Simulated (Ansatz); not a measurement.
input.yaml (Ansatz)

```yaml
crystal:
  lattice:
    - [-1.9957734571, 1.9957734571, 1.9957734571]
    - [1.9957734571, -1.9957734571, 1.9957734571]
    - [1.9957734571, 1.9957734571, -1.9957734571]
  atoms:
    - { symbol: Sn, position: [0.0, 0.0, 0.0] }
hamiltonian:
  xc: blyp
  pseudopotentials:
    kind: paw
    azcp:
      Sn: "pseudopotentials/Sn.paw.azcp"
basis:
  ecutwfc: 420
  fft_grid_basis: typed
kpoints:
  mp_grid: { grid: [13, 13, 13], shift: [0, 0, 0] }
magnetization:
  spin_polarized: false
scf:
  occupations: { method: fermi_dirac, width: 0.1 }
  lower_state_search: "off"
output:
  stress: true
```

Terminal output

```
Engine: ansatz 0.2.0, x86_64-unknown-linux-gnu
Pseudopotentials: kind: paw
Pseudopotential: Sn, paw, valence charge 14, recommended cutoff 420 eV (normal) 
Functional definition: BLYP
  parameter beta = 0.0042
  parameter a = 0.04918
  parameter b = 0.132
  parameter c = 0.2533
  parameter d = 0.349
  exchange = b88_x(beta = beta)
  correlation = lyp_c(a = a, b = b, c = c, d = d)
Crystal: 1 atoms, lattice volume = 31.798 Å³
Basis set: ecut = 420 eV, 627 PW (Γ), exchange–correlation on 48×48×48 points (8 copies of the dense FFT grid, shifted against one another)
Bands: 11, of which v1, the nominal top of the filled ones, is band 7 counted from 1 (6 counted from 0)
Symmetry: 48 space group operations
Space group: Im-3m (ITA 229), of the structure as read, at distance tolerance 3.2e-5 Å
k-points: 84 of 2197
Non-local potential: Sn, projectors of the file, l = 0: 2, l = 1: 2, l = 2: 2, l = 3: 2
PAW form: soft (Blöchl's): semilocal exchange-correlation on the pseudo side does not see the compensation charge
PAW frozen core: Sn, regenerated for the run's functional, and the local potential with it (the file was generated under x = pbe(κ = 0.804, μ = 0.2195149727645171), c = pbe(β = 0.06672455060314922))
PAW one-centre angular grid: Sn, 590 points (default); XC on 64 Gauss nodes
Initial density: superposition of atomic densities (neutral atoms: chi_scale 0, normalization atom), corrected by the library's trained network
Initial wavefunctions: pseudopotential atomic-orbital guess
Functional: x = b88, c = lyp
SCF iter   1: F=—  HF=-6040.386833 eV  |F-HF|=—  |Δ(HF+E_count)|=         —  Δρ=6.49e-3  dr2=1.07e-2  ethr=1.77e-3  ⟨swp⟩=5.0  Hψ=5479  notcnv=0
SCF iter   2: F=—  HF=-6040.385273 eV  |F-HF|=—  |Δ(HF+E_count)|=   1.56e-3  Δρ=4.11e-3  dr2=4.75e-3  ethr=7.65e-5  ⟨swp⟩=1.6  Hψ=1646  notcnv=0
SCF iter   3: F=—  HF=-6040.384898 eV  |F-HF|=—  |Δ(HF+E_count)|=   3.75e-4  Δρ=9.69e-4  dr2=3.43e-4  ethr=3.39e-5  ⟨swp⟩=2.0  Hψ=1086  notcnv=0
SCF iter   4: F=—  HF=-6040.384831 eV  |F-HF|=—  |Δ(HF+E_count)|=   6.77e-5  Δρ=2.51e-4  dr2=2.52e-5  ethr=2.45e-6  ⟨swp⟩=2.0  Hψ=1503  notcnv=0
SCF iter   5: F=—  HF=-6040.384834 eV  |F-HF|=—  |Δ(HF+E_count)|=   3.11e-6  Δρ=8.29e-5  dr2=1.77e-6  ethr=1.80e-7  ⟨swp⟩=2.8  Hψ=1443  notcnv=0
SCF iter   6: F=-6040.384833 eV  HF=-6040.384833 eV  |F-HF|=9.88e-8  |Δ(HF+E_count)|=   8.20e-7  Δρ=1.42e-5  dr2=5.45e-8  ethr=7.14e-10  ⟨swp⟩=3.6  Hψ=3745  notcnv=0
SCF 1 converged in 6 iterations: F = -6040.384833 eV  dr2 = 5.45e-8
SCF converged after 6 iterations
Free energy (F): -6040.384833 eV
Harris-Foulkes:  -6040.384833 eV  (|F-HF|=9.88e-8)
Internal energy: -6040.363394 eV  (E = F + TS)
E sigma→0 (E₀):  -6040.374113 eV
Entropy (-TS):   -0.021439 eV (-21.439 meV/atom)
Fermi energy:    9.131784 eV
--- Per-component energies (eV) ---
  E_band       = -103.783076
  E_kinetic    = 185.497254
  E_local      = -932.859385  (includes V_loc(G=0)·N_el)
  E_nonlocal   = -33.495673
  E_hartree    = 559.527842
  E_xc         = -379.955634
  E_vxc        = -93.849512  (∫ρ·V_xc dr)
  E_paw        = -4152.342615  (= ΣΔE_a)
  E_vpaw       = -348.132839  (= ΣTr[D̂ρ^β])
  E_aug_tail   = -0.000000  (compensation charges beyond the density's cutoff)
  E_ewald      = -1286.608905
  E_core_change = -0.126277  (= ΣΔE_core)
  E_smearing   = -0.021439  (= −TS)
  E_closure    = -0.000000  (closes the sum)
  Σ components = -6040.384833   (vs F -6040.384833, Δ=0.00e0)
--- Stress (GPa, compression-positive) ---
       -1.146880       0.000000       0.000000
       -0.000000      -1.146880      -0.000000
       -0.000000       0.000000      -1.146880
  P = ⅓ Tr σ = -1.1469 GPa (-11.469 kbar)
```

Command:

```sh
ansatz run input.yaml --threads 2 --pin off --max-ram 5120MiB --backend cpu --events-out ev --progress --plain --runs-dir out
```

On 2 threads of Intel(R) Xeon(R) 6975P-C (Granite Rapids) (shared host) this took about 0.78 s of wall time and 1.2 s of CPU time.
